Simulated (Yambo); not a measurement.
**Sr2RuH6: sweep of GW parameters**

G0W0@PBEsol for Sr₂RuH₆ (space group Fm-3m, No. 225) in Yambo. Reference settings: 4×4×4 Γ-centred k mesh, bands 5 to 159 and a 7 Ry block in the screening, 159 bands in G with the Bruneval-Gonze terminator, plasmon pole fitted at 27.2 eV. The PBEsol gap Γ → X on this mesh is 2.11 eV; G0W0 gaps are taken between the same points.

```json
[
 {"change from the reference": "reference settings", "G0W0 gap Γ → X (eV)": "3.44", "shift of the valence edge (eV)": "-0.50", "rough Yambo cost": "1"},
 {"change from the reference": "wavefunctions cut at 10 Ry", "G0W0 gap Γ → X (eV)": "3.29", "shift of the valence edge (eV)": "0.09", "rough Yambo cost": "about 1/3"},
 {"change from the reference": "exchange cut at 5 Ry", "G0W0 gap Γ → X (eV)": "2.49", "shift of the valence edge (eV)": "2.50", "rough Yambo cost": "–"},
 {"change from the reference": "41 bands in W, 41 bands in G, 2 Ry block", "G0W0 gap Γ → X (eV)": "3.44", "shift of the valence edge (eV)": "-0.02", "rough Yambo cost": "about 1/8"},
 {"change from the reference": "123 bands in W, 123 bands in G, 2 Ry block", "G0W0 gap Γ → X (eV)": "3.33", "shift of the valence edge (eV)": "-0.31", "rough Yambo cost": "about 1/2"},
 {"change from the reference": "123 bands in W, 123 bands in G, 3 Ry block", "G0W0 gap Γ → X (eV)": "3.38", "shift of the valence edge (eV)": "-0.35", "rough Yambo cost": "about 1/2"},
 {"change from the reference": "123 bands in W, 123 bands in G, 4 Ry block", "G0W0 gap Γ → X (eV)": "3.39", "shift of the valence edge (eV)": "-0.40", "rough Yambo cost": "about 1/2"},
 {"change from the reference": "3 Ry block", "G0W0 gap Γ → X (eV)": "3.38", "shift of the valence edge (eV)": "-0.38", "rough Yambo cost": "within a factor of two"},
 {"change from the reference": "2 Ry block", "G0W0 gap Γ → X (eV)": "3.33", "shift of the valence edge (eV)": "-0.33", "rough Yambo cost": "within a factor of two"},
 {"change from the reference": "2×2×2 mesh", "G0W0 gap Γ → X (eV)": "3.38", "shift of the valence edge (eV)": "-0.40", "rough Yambo cost": "about 1/10"},
 {"change from the reference": "41 bands in W, 41 bands in G, 3 Ry block, no terminator", "G0W0 gap Γ → X (eV)": "3.46", "shift of the valence edge (eV)": "0.27", "rough Yambo cost": "about 1/8"},
 {"change from the reference": "41 bands in W, 41 bands in G, no terminator", "G0W0 gap Γ → X (eV)": "3.45", "shift of the valence edge (eV)": "0.31", "rough Yambo cost": "about 1/5"},
 {"change from the reference": "61 bands in W, 61 bands in G, no terminator", "G0W0 gap Γ → X (eV)": "3.40", "shift of the valence edge (eV)": "0.12", "rough Yambo cost": "about 1/3"},
 {"change from the reference": "90 bands in W, 90 bands in G, 3 Ry block, no terminator", "G0W0 gap Γ → X (eV)": "3.36", "shift of the valence edge (eV)": "-0.08", "rough Yambo cost": "about 1/3"},
 {"change from the reference": "3 Ry block, no terminator", "G0W0 gap Γ → X (eV)": "3.36", "shift of the valence edge (eV)": "-0.30", "rough Yambo cost": "within a factor of two"}
]
```

The reference isn't shown to be the converged limit. Costs are rough (shared machines), scaled to the same edge states, and given only for runs that recompute the screening.

Spin-orbit splittings are left out.

Geometry of the Materials Project entry, not relaxed at this level; primitive cell a = 5.374 Å, b = 5.374 Å, c = 5.374 Å, α = 60.00°, β = 60.00°, γ = 60.00°.

A shift is the quasiparticle energy of the state minus its PBEsol energy.
